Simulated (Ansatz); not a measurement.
ZnS (zinc blende)

```xyz
2
Lattice="0.0000 2.6946 2.6946 2.6946 0.0000 2.6946 2.6946 2.6946 0.0000" Properties=species:S:1:pos:R:3 pbc="T T T"
S      4.0418     4.0418     4.0418
Zn     0.0000     0.0000     0.0000
```

The slice is a {100} plane (indices of the conventional cell) through the point (0.750, 0.750, 0.750) (fractional), spanned by u = [100] and v = [0 1 -1] in vectors of this cell: u (3.81 Å) and v (3.81 Å, at 90° to u). It covers one period; positions are fractions (u, v).

The numbers are results of r2SCAN (plane waves to 500 eV, PAW, scalar-relativistic; Ansatz, an electronic-structure program), not measurements. k mesh 11×11×11. Inside the PAW spheres the values are not all-electron values, and peaks at nuclei hang on which shells count as valence. ZnS was relaxed with its symmetry unable to fall.

Task: Predict the map of the density of the highest valence band (whole band, smooth part) on the slice.

Result: 
```
|:-#@@#+-:.     .:-+#@@#-|
|*#@@%*=-..     ..-=*%@@#|
|@@@@#+-:..     ..:-+#@@@|
|@@%#*=-:.       .:-=*#%@|
|##*+=-:..       ..:-=+*#|
|++=--:..         ..:--=+|
|---::..           ..::--|
|::....             ....:|
|....                 ...|
|                        |
|                        |
|                        |
|                        |
|                        |
|....                 ...|
|::....             ....:|
|---::..           ..::--|
|++=--:..         ..:--=+|
|##*+=-:..       ..:-=+*#|
|@@%#*=-:.       .:-=*#%@|
|@@@@#+-:..     ..:-+#@@@|
|*#@@%*=-..     ..-=*%@@#|
|:-#@@#+-:.     .:-+#@@#-|
| :*@@#+-:.     .:-+#@@*:|
```
Scale: ten equal steps from 0.001 (start of ' ') to 0.278 (end of '@'), in the order ' .:-=+*#%@'. Values: density of the highest valence band (whole band, smooth part) in e/Å³. The map has 24 points along u (one character each, u = 0 at the left) and 24 along v (v = 0 in the bottom row).
